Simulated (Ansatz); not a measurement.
SiGe3 in space group P-4m2 (No. 115; Si on 1a, Ge on 2g, Ge on 1c) under volume change, PBEsol in the plane-wave PAW code Ansatz, shape and atoms relaxed at each volume.

```csv
V (Å³/atom),E − E(relaxed) (meV/atom),P (GPa)
20.024,49.6,8.76
20.684,20.7,5.34
21.344,4.9,2.44
22.004,0.0,0.00
22.664,4.4,-2.06
23.324,16.5,-3.80
23.984,35.2,-5.14
```

### Question
What does a third-order Birch–Murnaghan fit give for V₀, B₀ and B′?

### Answer
V₀ = 22.00 Å³/atom, B₀ = 74.0 GPa, B′ = 4.9.

The start of the workflow was typed in or built on a structure type; neither database checked (COD, Materials Project) lists it. Whether it is the stable phase at ambient conditions was not checked. The cell was relaxed with PBEsol under the symmetry of its start; its stability against distortions is not shown here.

Potentials: the earlier of the program's two PAW sets. The files were generated under PBE; for other functionals the program regenerates the frozen cores, and for LDA and PBEsol the local potential too.
